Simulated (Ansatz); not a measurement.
# Profile along the Au–Au line in Au (fcc, Cu type)

Au (fcc, Cu type)

```cif
data_Au
_chemical_formula_sum 'Au1'
_space_group_name_H-M_alt 'P 1'
_space_group_IT_number 1
_cell_length_a 2.93962
_cell_length_b 2.93962
_cell_length_c 2.93962
_cell_angle_alpha 60.000
_cell_angle_beta 60.000
_cell_angle_gamma 60.000
loop_
_space_group_symop_operation_xyz
  'x, y, z'
loop_
_atom_site_label
_atom_site_type_symbol
_atom_site_fract_x
_atom_site_fract_y
_atom_site_fract_z
_atom_site_occupancy
Au1 Au 0.00000 0.00000 0.00000 1
```

Fields along a shortest Au–Au line of a {110} plane (2.94 Å), from Au to Au, interpolated on the slice's grid (step about 0.2 Å). Computed with PBE (plane waves to 420 eV, PAW, scalar-relativistic; Ansatz, a first-principles code). k mesh 19×19×19. Near the nuclei the fields are pseudised (PAW); where an atom keeps semicore shells as valence, they peak there. Au was relaxed with its symmetry unable to fall. Spin-orbit coupling is left out, though Au is heavy. The PAW data are Ansatz's earlier set.

```
distance from Au (Å)  valence electron density (e/Å³)  electron localisation function
--------------------  -------------------------------  ------------------------------
0.00                                            15.84                               x
0.29                                            11.78                               x
0.59                                             5.78                            0.52
0.88                                             1.49                            0.41
1.18                                             0.41                            0.25
1.47                                             0.26                            0.20
1.76                                             0.41                            0.25
2.06                                             1.49                            0.41
2.35                                             5.78                            0.52
2.65                                            11.78                               x
2.94                                            15.84                               x
```

x: too close to a nucleus for the ELF to mean much.

Density on the Au–Au line (2.94 Å) at its midpoint: 0.26 e/Å³. ELF at that point: 0.20.
